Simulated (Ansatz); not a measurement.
TiBr2:
```cif
data_Br2Ti
_chemical_formula_sum 'Br2 Ti1'
_space_group_name_H-M_alt 'P-3m1'
_space_group_IT_number 164
_space_group_name_Hall '-P 3 2"'
_cell_length_a 3.37842
_cell_length_b 3.37842
_cell_length_c 6.53825
_cell_angle_alpha 90.000
_cell_angle_beta 90.000
_cell_angle_gamma 120.000
loop_
_atom_site_label
_atom_site_type_symbol
_atom_site_symmetry_multiplicity
_atom_site_Wyckoff_symbol
_atom_site_fract_x
_atom_site_fract_y
_atom_site_fract_z
_atom_site_occupancy
Br1 Br 2 d 0.33333 0.66667 0.25531 1
Ti1 Ti 1 a 0.00000 0.00000 0.00000 1
```

Relaxed at zero pressure with DFT-LDA in the program Ansatz with PAW potentials.

**Question.** The volume is lowered by 3 % and shape and atoms relax at that volume. What pressure results, and how do the axes share the change?

**Answer.** 1.0 GPa; a -0.5 %, b -0.5 %, c -2.0 %; the energy rises by 2 meV/atom.

**Question.** Give the new structure.

**Answer.** 
Space group P-3m1 (No. 164); a = b = 3.361 Å, c = 6.408 Å, α = β = 90.00°, γ = 120.00°

```tsv
atom	site	symmetry	x	y	z
Br	2d	3m.	0.3333	0.6667	0.2607
Ti	1a	-3m.	0.0000	0.0000	0.0000
```

The phase is kept; no other phase was compared at this pressure.

The workflow started from an entry of the Crystallography Open Database (COD). Whether it is the stable phase at ambient conditions was not checked. The cell was relaxed with LDA under the symmetry of its start; of distortions, only those at the zone centre were tested. No spin polarisation was allowed. The volume lies over 15 % below that of the usual cell of this phase: another minimum, or an error of the functional. A crystal of weakly bound layers computed without a dispersion correction: the cell and the soft elastic constants depend strongly on that.

Potentials: the later of the program's two PAW sets.
